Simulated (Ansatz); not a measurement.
## Structure types of Tl compared at 1.2 GPa

Structure types of Tl are relaxed in primitive cells with their symmetry kept at 1.2 GPa, first on PAW files, then by LAPW. The enthalpy is E + pV at zero temperature, without zero-point motion. Only the types listed were tried, and differences under about 5 meV/atom are mesh noise. Not among the end structures: fcc, which may lie lower.

Level of theory: DFT with LDA, scalar-relativistic, in Ansatz 0.2.0; Fermi–Dirac smearing of 0.05 eV, no spin polarisation. LAPW: all electrons, basis error target 0.5 meV/atom; PAW: frozen-core files, cutoff 420 eV.

k meshes: bcc 14×14×14, hcp 13×13×7, simple hexagonal 14×14×13, sc 13×13×13, beta tin 14×14×14.

Spin–orbit coupling is left out, which matters for the heavy atoms. The PAW files were made under PBE.

Which type is lowest in enthalpy, and by how much?

hcp, 3 meV/atom below bcc, which is within the noise of the k meshes. The whole table:

| start type | ends as | a, b, c (Å) | V (Å³/atom) | H − H(lowest), LAPW (meV/atom) | same, PAW |
| --- | --- | --- | --- | --- | --- |
| bcc | bcc, Im-3m | 3.759, 3.759, 3.759 | 26.56 | 3.2 | 3.3 |
| hcp | hcp, P6_3/mmc | 3.403, 3.403, 5.309 | 26.62 | 0.0 | 0.0 |
| simple hexagonal | simple hexagonal, P6/mmm | 3.229, 3.229, 3.051 | 27.56 | 90.5 | 90.6 |
| sc | sc, Pm-3m | 3.059, 3.059, 3.059 | 28.62 | 154.0 | 154.1 |
| beta tin | beta tin, I4_1/amd | 5.956, 5.956, 3.142 | 27.87 | 105.5 | 105.6 |
